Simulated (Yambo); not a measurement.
Material: NiSi3P4 (space group I-42m, No. 121); a = b = c = 6.334 Å, α = β = 131.85°, γ = 70.47° (8 atoms in the cell). The geometry is that of Materials Project entry mp-8311, symmetrised and not relaxed again.

With PBEsol (Quantum ESPRESSO, PseudoDojo norm-conserving, 98 Ry, without SOC), the gap between the mesh's edge points (Γ → Z) is 0.264 eV.

Question: Estimate the G0W0 gap between the same points from Yambo (4×4×4 Γ-centred k mesh, bands 5 to 149 and a 6 Ry block in the screening, 149 bands in G with the Bruneval-Gonze terminator, plasmon pole fitted at 27.2 eV).

Answer: The correction is 0.231 eV, giving 0.495 eV.  Convergence of the G0W0 settings was not tested. 

The runs are not spin-polarised; magnetic order was not tried.
